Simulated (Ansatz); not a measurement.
An Ansatz (a quantum-chemistry and plane-wave program) run. Input:

Ansatz 0.2 input:
```yaml
crystal:
  lattice:
    - [3.1517460338, 0.0, 0.0]
    - [-1.5758730169, 2.7294921316, 0.0]
    - [0.0, 0.0, 14.4374227069]
  atoms:
    - { symbol: Ta, position: [0.6666666667, 0.3333333333, 0.5831156527] }
    - { symbol: Ta, position: [0.3333333333, 0.6666666667, 0.4168843473] }
    - { symbol: Ta, position: [0.3333333333, 0.6666666667, 0.0831156527] }
    - { symbol: Ta, position: [0.6666666667, 0.3333333333, 0.9168843473] }
    - { symbol: In, position: [0.6666666667, 0.3333333333, 0.25] }
    - { symbol: In, position: [0.3333333333, 0.6666666667, 0.75] }
    - { symbol: C, position: [0.0, 0.0, 0.5] }
    - { symbol: C, position: [0.0, 0.0, 0.0] }
kpoints:
  mp_grid: { grid: [31, 31, 6] }
hamiltonian:
  xc: r2scan
  pseudopotentials: { kind: paw }
scf:
  occupations: { method: fermi_dirac, width: 0.1 }
elastic: { mode: relaxed_ion, stencil: two_point, amplitude: 0.005, f_tol: 0.0005 }
```

Output (shortened):

```
Pseudopotential: Ta, paw, valence charge 13
Pseudopotential: In, paw, valence charge 13
Pseudopotential: C, paw, valence charge 4
Functional definition: r2SCAN
Crystal: 8 atoms, lattice volume = 124.200 Å³
Basis set: ecut = 500 eV, 3149 PW (Γ), exchange–correlation on 96×96×432 points (64 copies of the dense FFT grid, shifted against one another)
Bands: 52, of which v1, the nominal top of the filled ones, is band 43 counted from 1 (42 counted from 0)
Symmetry: 24 space group operations
Space group: P63/mmc (ITA 194), of the structure as read, at distance tolerance 5.0e-5 Å
k-points: 384 of 5766
the search or the solves at the SCF's close seem to have found levels that the self-consistency loop had missed (the run counts 1) …
SCF 1 converged in 12 iterations: F = -51508.013681 eV  dr2 = 2.99e-14
relax step   1: F+E_penalty+E_count = -51508.01368140 eV  Δ(F+E_penalty+E_count) = +0.000e0 eV  max|allowed force component| = 6.990e-2 eV/Å  Δτ_max = 0.0000 Å  (12 SCF iters, accepted)
Crystal: 8 atoms, lattice volume = 124.200 Å³
SCF 2 converged in 13 iterations: F = -51508.013813 eV  dr2 = 1.62e-14
relax step   2: F+E_penalty+E_count = -51508.01381293 eV  Δ(F+E_penalty+E_count) = -1.315e-4 eV  max|allowed force component| = 5.666e-2 eV/Å  Δτ_max = 0.0050 Å  (13 SCF iters, accepted)
Crystal: 8 atoms, lattice volume = 124.200 Å³
SCF 3 converged in 11 iterations: F = -51508.014070 eV  dr2 = 1.88e-14
relax step   3: F+E_penalty+E_count = -51508.01406961 eV  Δ(F+E_penalty+E_count) = -2.567e-4 eV  max|allowed force component| = 1.476e-4 eV/Å  Δτ_max = 0.0023 Å  (11 SCF iters, accepted)
Crystal: 8 atoms, lattice volume = 124.200 Å³
SCF 4 converged in 9 iterations: F = -51508.014070 eV  dr2 = 2.48e-14
Crystal: 8 atoms, lattice volume = 124.200 Å³
SCF 5 converged in 2 iterations: F = -51508.014070 eV  dr2 = 8.22e-15
Crystal: 8 atoms, lattice volume = 123.579 Å³
Basis set: ecut = 500 eV, 3141 PW (Γ), exchange–correlation on 96×96×432 points (64 copies of the dense FFT grid, shifted against one another)
Symmetry: 8 space group operations
k-points: 1024 of 5766
SCF 6 converged in 12 iterations: F = -51508.011303 eV  dr2 = 3.77e-14
relax step   1: F+E_penalty+E_count = -51508.01130265 eV  Δ(F+E_penalty+E_count) = +0.000e0 eV  max|allowed force component| = 6.403e-2 eV/Å  Δτ_max = 0.0000 Å  (12 SCF iters, accepted)
Crystal: 8 atoms, lattice volume = 123.579 Å³
SCF 7 converged in 11 iterations: F = -51508.011675 eV  dr2 = 7.39e-14
relax step   2: F+E_penalty+E_count = -51508.01167506 eV  Δ(F+E_penalty+E_count) = -3.724e-4 eV  max|allowed force component| = 8.838e-3 eV/Å  Δτ_max = 0.0060 Å  (11 SCF iters, accepted)
Crystal: 8 atoms, lattice volume = 123.579 Å³
SCF 8 converged in 10 iterations: F = -51508.011689 eV  dr2 = 1.35e-14
relax step   3: F+E_penalty+E_count = -51508.01168946 eV  Δ(F+E_penalty+E_count) = -1.440e-5 eV  max|allowed force component| = 4.749e-3 eV/Å  Δτ_max = 0.0016 Å  (10 SCF iters, accepted)
Crystal: 8 atoms, lattice volume = 123.579 Å³
SCF 9 converged in 9 iterations: F = -51508.011694 eV  dr2 = 4.97e-14
relax step   4: F+E_penalty+E_count = -51508.01169372 eV  Δ(F+E_penalty+E_count) = -4.257e-6 eV  max|allowed force component| = 7.089e-4 eV/Å  Δτ_max = 0.0006 Å  (9 SCF iters, accepted)
Crystal: 8 atoms, lattice volume = 123.579 Å³
SCF 10 converged in 9 iterations: F = -51508.011694 eV  dr2 = 6.58e-14
relax step   5: F+E_penalty+E_count = -51508.01169408 eV  Δ(F+E_penalty+E_count) = -3.636e-7 eV  max|allowed force component| = 6.929e-4 eV/Å  Δτ_max = 0.0004 Å  (9 SCF iters, accepted)
Crystal: 8 atoms, lattice volume = 123.579 Å³
SCF 11 converged in 8 iterations: F = -51508.011694 eV  dr2 = 1.57e-14
relax step   6: F+E_penalty+E_count = -51508.01169412 eV  Δ(F+E_penalty+E_count) = -4.002e-8 eV  max|allowed force component| = 5.939e-6 eV/Å  Δτ_max = 0.0000 Å  (8 SCF iters, accepted)
Crystal: 8 atoms, lattice volume = 123.579 Å³
SCF 12 converged in 2 iterations: F = -51508.011694 eV  dr2 = 7.28e-15
Crystal: 8 atoms, lattice volume = 124.821 Å³
SCF 13 converged in 12 iterations: F = -51508.009852 eV  dr2 = 5.03e-14
relax step   1: F+E_penalty+E_count = -51508.00985155 eV  Δ(F+E_penalty+E_count) = +0.000e0 eV  max|allowed force component| = 6.262e-2 eV/Å  Δτ_max = 0.0000 Å  (12 SCF iters, accepted)
Crystal: 8 atoms, lattice volume = 124.821 Å³
SCF 14 converged in 11 iterations: F = -51508.010231 eV  dr2 = 4.97e-14
relax step   2: F+E_penalty+E_count = -51508.01023081 eV  Δ(F+E_penalty+E_count) = -3.793e-4 eV  max|allowed force component| = 1.377e-3 eV/Å  Δτ_max = 0.0045 Å  (11 SCF iters, accepted)
Crystal: 8 atoms, lattice volume = 124.821 Å³
SCF 15 converged in 8 iterations: F = -51508.010231 eV  dr2 = 6.94e-14
relax step   3: F+E_penalty+E_count = -51508.01023098 eV  Δ(F+E_penalty+E_count) = -1.652e-7 eV  max|allowed force component| = 8.461e-6 eV/Å  Δτ_max = 0.0001 Å  (8 SCF iters, accepted)
Crystal: 8 atoms, lattice volume = 124.821 Å³
SCF 16 converged in 2 iterations: F = -51508.010231 eV  dr2 = 3.16e-14
Crystal: 8 atoms, lattice volume = 123.579 Å³
Basis set: ecut = 500 eV, 3125 PW (Γ), exchange–correlation on 96×96×432 points (64 copies of the dense FFT grid, shifted against one another)
SCF 17 converged in 12 iterations: F = -51508.010022 eV  dr2 = 1.84e-14
relax step   1: F+E_penalty+E_count = -51508.01002183 eV  Δ(F+E_penalty+E_count) = +0.000e0 eV  max|allowed force component| = 5.620e-2 eV/Å  Δτ_max = 0.0000 Å  (12 SCF iters, accepted)
Crystal: 8 atoms, lattice volume = 123.579 Å³
SCF 18 converged in 11 iterations: F = -51508.010268 eV  dr2 = 2.03e-14
relax step   2: F+E_penalty+E_count = -51508.01026758 eV  Δ(F+E_penalty+E_count) = -2.457e-4 eV  max|allowed force component| = 1.440e-3 eV/Å  Δτ_max = 0.0022 Å  (11 SCF iters, accepted)
Crystal: 8 atoms, lattice volume = 123.579 Å³
SCF 19 converged in 8 iterations: F = -51508.010268 eV  dr2 = 2.68e-14
relax step   3: F+E_penalty+E_count = -51508.01026774 eV  Δ(F+E_penalty+E_count) = -1.618e-7 eV  max|allowed force component| = 3.104e-6 eV/Å  Δτ_max = 0.0001 Å  (8 SCF iters, accepted)
Crystal: 8 atoms, lattice volume = 123.579 Å³
SCF 20 converged in 2 iterations: F = -51508.010268 eV  dr2 = 1.36e-14
Crystal: 8 atoms, lattice volume = 124.821 Å³
SCF 21 converged in 12 iterations: F = -51508.011617 eV  dr2 = 2.96e-14
relax step   1: F+E_penalty+E_count = -51508.01161667 eV  Δ(F+E_penalty+E_count) = +0.000e0 eV  max|allowed force component| = 5.583e-2 eV/Å  Δτ_max = 0.0000 Å  (12 SCF iters, accepted)
Crystal: 8 atoms, lattice volume = 124.821 Å³
SCF 22 converged in 11 iterations: F = -51508.011871 eV  dr2 = 1.74e-14
relax step   2: F+E_penalty+E_count = -51508.01187069 eV  Δ(F+E_penalty+E_count) = -2.540e-4 eV  max|allowed force component| = 2.406e-3 eV/Å  Δτ_max = 0.0022 Å  (11 SCF iters, accepted)
Crystal: 8 atoms, lattice volume = 124.821 Å³
SCF 23 converged in 9 iterations: F = -51508.011871 eV  dr2 = 3.23e-15
relax step   3: F+E_penalty+E_count = -51508.01187117 eV  Δ(F+E_penalty+E_count) = -4.712e-7 eV  max|allowed force component| = 4.953e-6 eV/Å  Δτ_max = 0.0001 Å  (9 SCF iters, accepted)
Crystal: 8 atoms, lattice volume = 124.821 Å³
SCF 24 converged in 2 iterations: F = -51508.011871 eV  dr2 = 1.66e-15
Crystal: 8 atoms, lattice volume = 124.200 Å³
Basis set: ecut = 500 eV, 3143 PW (Γ), exchange–correlation on 96×96×432 points (64 copies of the dense FFT grid, shifted against one another)
Symmetry: 4 space group operations
k-points: 1504 of 5766
SCF 25 converged in 11 iterations: F = -51508.012633 eV  dr2 = 5.74e-14
relax step   1: F+E_penalty+E_count = -51508.01263304 eV  Δ(F+E_penalty+E_count) = +0.000e0 eV  max|allowed force component| = 3.751e-2 eV/Å  Δτ_max = 0.0000 Å  (11 SCF iters, accepted)
Crystal: 8 atoms, lattice volume = 124.200 Å³
SCF 26 converged in 10 iterations: F = -51508.012807 eV  dr2 = 1.68e-14
relax step   2: F+E_penalty+E_count = -51508.01280710 eV  Δ(F+E_penalty+E_count) = -1.741e-4 eV  max|allowed force component| = 2.142e-2 eV/Å  Δτ_max = 0.0015 Å  (10 SCF iters, accepted)
Crystal: 8 atoms, lattice volume = 124.200 Å³
SCF 27 converged in 10 iterations: F = -51508.012890 eV  dr2 = 7.36e-14
relax step   3: F+E_penalty+E_count = -51508.01289017 eV  Δ(F+E_penalty+E_count) = -8.307e-5 eV  max|allowed force component| = 1.357e-4 eV/Å  Δτ_max = 0.0020 Å  (10 SCF iters, accepted)
Crystal: 8 atoms, lattice volume = 124.200 Å³
SCF 28 converged in 2 iterations: F = -51508.012890 eV  dr2 = 2.07e-14
Crystal: 8 atoms, lattice volume = 124.200 Å³
SCF 29 converged in 11 iterations: F = -51508.012633 eV  dr2 = 6.13e-14
relax step   1: F+E_penalty+E_count = -51508.01263304 eV  Δ(F+E_penalty+E_count) = +0.000e0 eV  max|allowed force component| = 3.751e-2 eV/Å  Δτ_max = 0.0000 Å  (11 SCF iters, accepted)
Crystal: 8 atoms, lattice volume = 124.200 Å³
SCF 30 converged in 10 iterations: F = -51508.012890 eV  dr2 = 9.19e-14
relax step   2: F+E_penalty+E_count = -51508.01288977 eV  Δ(F+E_penalty+E_count) = -2.567e-4 eV  max|allowed force component| = 2.007e-3 eV/Å  Δτ_max = 0.0035 Å  (10 SCF iters, accepted)
Crystal: 8 atoms, lattice volume = 124.200 Å³
SCF 31 converged in 9 iterations: F = -51508.012890 eV  dr2 = 3.47e-14
relax step   3: F+E_penalty+E_count = -51508.01289017 eV  Δ(F+E_penalty+E_count) = -3.923e-7 eV  max|allowed force component| = 1.524e-4 eV/Å  Δτ_max = 0.0001 Å  (9 SCF iters, accepted)
Crystal: 8 atoms, lattice volume = 124.200 Å³
SCF 32 converged in 2 iterations: F = -51508.012890 eV  dr2 = 6.18e-15
SCF converged after 2 iterations
Stability not checked: this state was not tested for a lower state beside it, because too few of the mixer's solves of this state at the end of the SCF gave a …
Free energy (F): -51508.014070 eV
Harris-Foulkes:  -51508.014070 eV  (|F-HF|=2.91e-11)
Internal energy: -51507.911741 eV  (E = F + TS)
E sigma→0 (E₀):  -51507.962905 eV
Entropy (-TS):   -0.102328 eV (-12.791 meV/atom)
Fermi energy:    17.327292 eV
--- Per-component energies (eV) ---
  E_band       = -426.007400
  E_kinetic    = 2139.232383
  E_local      = -4386.828098  (includes V_loc(G=0)·N_el)
  E_nonlocal   = 845.007668
  E_hartree    = 1635.072287
  E_xc         = -1319.283712
  E_vxc        = -1239.381518  (∫ρ·V_xc dr)
  E_paw        = -42262.069003  (= ΣΔE_a)
  E_vpaw       = -1120.880095  (= ΣTr[D̂ρ^β])
  E_aug_tail   = 0.000325  (compensation charges beyond the density's cutoff)
  E_vtau       = 66.697361  (kinetic-family band-sum trace: ∫τ·v_τ [+ j·A + Jᵃ·Aᵃ] dr)
  E_ewald      = -8157.900014
  E_core_change = -1.143577  (= ΣΔE_core)
  E_smearing   = -0.102328  (= −TS)
  E_closure    = 0.000000  (closes the sum)
  Σ components = -51508.014070   (vs F -51508.014070, Δ=0.00e0)
--- Forces (eV/Å), atoms counted from 1 ---
  atom   1  Ta     0.00000000     0.00000000    -0.00014755
  atom   2  Ta     0.00000000     0.00000000     0.00014755
  atom   3  Ta     0.00000000     0.00000000    -0.00014755
  atom   4  Ta     0.00000000     0.00000000     0.00014755
  atom   5  In     0.00000000     0.00000000     0.00000000
  atom   6  In     0.00000000     0.00000000     0.00000000
  atom   7  C      0.00000000     0.00000000     0.00000000
  atom   8  C      0.00000000     0.00000000     0.00000000
  max |Σ_I F_I| component: 9.25e-17 eV/Å
--- Stress (GPa, compression-positive) ---
       -0.198533       0.000000       0.000000
        0.000000      -0.198533       0.000000
        0.000000       0.000000       0.198604
  P = ⅓ Tr σ = -0.0662 GPa (-0.662 kbar)
--- Band table (eV; the first three rows and the last of 384) ---
  k-point 0: bands = ["-52.9666", "-52.9665", "-52.9214", "-52.9213", "-19.2427", "-19.2396", "-18.7031", "-18.6995", "-18.6147", "-18.6147", "-18.6147", "-18.6147", "-18.5472", "-18.5472", "-18.5472", "-18.5472", "1.7840", "1.7971", "1.8347", "1.8347", …
  k-point 1: bands = ["-52.9666", "-52.9665", "-52.9214", "-52.9213", "-19.2425", "-19.2398", "-18.7028", "-18.6997", "-18.6147", "-18.6147", "-18.6147", "-18.6147", "-18.5472", "-18.5472", "-18.5472", "-18.5472", "1.7849", "1.7962", "1.8347", "1.8347", …
  k-point 2: bands = ["-52.9666", "-52.9666", "-52.9214", "-52.9214", "-19.2419", "-19.2403", "-18.7022", "-18.7004", "-18.6147", "-18.6147", "-18.6147", "-18.6147", "-18.5472", "-18.5472", "-18.5472", "-18.5472", "1.7874", "1.7939", "1.8347", "1.8347", …
  k-point 383: bands = ["-52.9077", "-52.9077", "-52.9059", "-52.9059", "-19.0966", "-19.0966", "-19.0696", "-19.0696", "-19.0596", "-19.0596", "-18.8685", "-18.8685", "-18.7396", "-18.7396", "-18.7301", "-18.7301", "1.9103", "1.9103", "1.9339", "1.9339", …
--- Elastic constants: 3 strain directions × 2 members + reference (group order 24) ---
  dense FFT box of the reference and of every strained cell: 24×24×108
  strains applied: 11, 33, 23; error gains …
  reference relaxed by the batch: 3 steps …
  largest displacement 2.8e-3 Å; the constants are those of the deck's cell at these positions:
  atoms:
    - { symbol: Ta, position: [0.6666666666666667, 0.33333333333333337, 0.5833085708593897] }
    - { symbol: Ta, position: [0.33333333333333337, 0.6666666666666667, 0.4166914291406104] }
    - { symbol: Ta, position: [0.33333333333333337, 0.6666666666666667, 0.08330857085938967] }
    - { symbol: Ta, position: [0.6666666666666667, 0.33333333333333337, 0.9166914291406104] }
    - { symbol: In, position: [0.6666666666666667, 0.33333333333333337, 0.25000000000000006] }
    - { symbol: In, position: [0.33333333333333337, 0.6666666666666667, 0.7500000000000001] }
    - { symbol: C, position: [0.0, 0.0, 0.5000000000000001] }
    - { symbol: C, position: [0.0, 0.0, 0.0] }
  C = ∂σ_k/∂η_j (tension-positive GPa; Voigt order 11 22 33 23 13 12):
       320.682     95.297    135.843      0.000      0.000      0.000
        95.297    320.682    135.843      0.000      0.000      0.000
       136.232    136.232    309.753      0.000      0.000      0.000
         0.000      0.000      0.000    121.740      0.000      0.000
         0.000      0.000      0.000      0.000    121.740      0.000
         0.000      0.000      0.000      0.000      0.000    112.693
  reference stress σ⁰ (GPa):      0.199      0.199     -0.199      0.000      0.000      0.000
  moduli (Voigt/Reuss/Hill, GPa): K = 187.32/186.92/187.12   G = 110.15/107.73/108.94   E = 273.70   ν = 0.256
  mechanically stable: yes (min eigenvalue of sym C = 112.69 GPa)
  strain η (Voigt 11):  stress-route row diagonal C_11 = 320.68 GPa, energy-path curvature d²(F+E_count+ΔE)/dδ²/Ω₀ = 320.69 GPa
         δ    σ_11 (GPa)             F (eV)   n_scf  n_hpsi   n_pw
    -5.000e-3      -1.4337      -51508.0116941       2  473819   3164   relax 6 steps, max|allowed force component| 5.94e-6 eV/Å
     5.000e-3       1.7731      -51508.0102310       2  473602   3194   relax 3 steps, max|allowed force component| 8.46e-6 eV/Å
  strain η (Voigt 33):  stress-route row diagonal C_33 = 309.75 GPa, energy-path curvature d²(F+E_count+ΔE)/dδ²/Ω₀ = 309.75 GPa
         δ    σ_33 (GPa)             F (eV)   n_scf  n_hpsi   n_pw
    -5.000e-3      -1.7729      -51508.0102677       2  177066   3160   relax 3 steps, max|allowed force component| 3.10e-6 eV/Å
     5.000e-3       1.3247      -51508.0118712       2  177388   3190   relax 3 steps, max|allowed force component| 4.95e-6 eV/Å
  strain η (Voigt 23):  stress-route row diagonal C_44 = 121.74 GPa, energy-path curvature d²(F+E_count+ΔE)/dδ²/Ω₀ = 121.76 GPa
         δ    σ_23 (GPa)             F (eV)   n_scf  n_hpsi   n_pw
    -5.000e-3      -0.6087      -51508.0128902       2  696623   3180   relax 3 steps, max|allowed force component| 1.36e-4 eV/Å
     5.000e-3       0.6087      -51508.0128902       2  696377   3180   relax 3 steps, max|allowed force component| 1.52e-4 eV/Å
```

Cost: about 2.4 core-hours (a rough figure) on shared cores.

Space group P6_3/mmc. The first step of the workflow began from a Materials Project structure, measured or hypothetical; the Crystallography Open Database copy checked does not list it. Whether it is the stable phase at ambient conditions was not checked. The r²SCAN relaxation kept the symmetry of its start; its stability against distortions is not shown here. No spin polarisation was allowed. As this level gives no gap, shear constants depend on the k-mesh and smearing (Fermi–Dirac, 0.1 eV here). Scalar-relativistic: spin–orbit coupling is off unless named, which matters more the heavier the elements.

Potentials: the later of the program's two PAW sets.

Ansatz is a plane-wave DFT program.
